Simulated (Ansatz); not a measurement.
Relaxed-ion elastic tensor of MgS (rock salt, Fm-3m) in GPa (Voigt order), r²SCAN in the plane-wave PAW code Ansatz; density 2.66 g/cm³, 17.61 Å³ per atom.

|  | 1 | 2 | 3 | 4 | 5 | 6 |
|---|---|---|---|---|---|---|
| 1 | 151 | 44.1 | 44.1 | 0.0 | 0.0 | 0.0 |
| 2 | 44.1 | 151 | 44.1 | 0.0 | 0.0 | 0.0 |
| 3 | 44.1 | 44.1 | 151 | 0.0 | 0.0 | 0.0 |
| 4 | 0.0 | 0.0 | 0.0 | 60.3 | 0.0 | 0.0 |
| 5 | 0.0 | 0.0 | 0.0 | 0.0 | 60.3 | 0.0 |
| 6 | 0.0 | 0.0 | 0.0 | 0.0 | 0.0 | 60.3 |

### Question
Is the crystal mechanically stable?

### Answer
Yes: the smallest eigenvalue of C is 60.3 GPa.

### Question
Work out the Voigt, Reuss and Hill averages.

### Answer
K_V = 79.8, K_R = 79.8, K_H = 79.8; G_V = 57.6, G_R = 57.4, G_H = 57.5 GPa.

### Question
Give Young's modulus, Poisson's ratio, Pugh's ratio and the universal anisotropy index.

### Answer
E = 9KG/(3K + G) = 139 GPa; ν = 0.21; K/G = 1.39 (brittle by the Pugh limit of 1.75); A_U = 5G_V/G_R + K_V/K_R − 6 = 0.02.

### Question
Estimate the sound speeds and the Debye temperature.

### Answer
v_l = √((K + 4G/3)/ρ) = 7670 m/s, v_t = √(G/ρ) = 4650 m/s, mean 5140 m/s; Θ = (h/k)(3n/4πV)^(1/3) v_m = 588 K.

### Question
Give the Zener ratio and Young's modulus along [100], [110] and [111].

### Answer
A = 2C44/(C11 − C12) = 1.12; 1/E = S11 − 2(S11 − S12 − S44/2)Γ with Γ = 0, 1/4, 1/3 gives 131, 141, 144 GPa.

### Question
Solve the Christoffel equation for the three sound speeds along [100], [110], [111].

### Answer
Eigenvalues of C_ijkl n_j n_l equal ρv². In km/s, slowest first: [100] 4.76, 4.76, 7.55; [110] 4.49, 4.76, 7.71; [111] 4.58, 4.58, 7.76.

Symmetry was held in the r²SCAN relaxation.

Potentials: the later of the program's two PAW sets.
